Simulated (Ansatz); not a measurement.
Consider the following.

Sr:
```
Sr
1.0
   -2.33493     2.33493     2.33493
    2.33493    -2.33493     2.33493
    2.33493     2.33493    -2.33493
Sr
1
Direct
  0.00000   0.00000   0.00000
```

This is the PBEsol-relaxed structure.

### Question
All from plane-wave PAW PBEsol (Ansatz code), unless another level is named. Predict the density of states at the Fermi level.

### Answer
0.88 states/eV per atom (mean over ±0.08 eV).

### Question
And the gap with spin–orbit coupling?

### Answer
none (metallic).

Space group Im-3m (bcc (W type)). This is a known high-temperature phase of the composition, computed here at zero pressure and temperature. The PBEsol relaxation kept the symmetry of its start; its stability against distortions is not shown here. Scalar-relativistic: spin–orbit coupling is off unless named, which matters more the heavier the elements.

Potentials: the earlier of the program's two PAW sets.
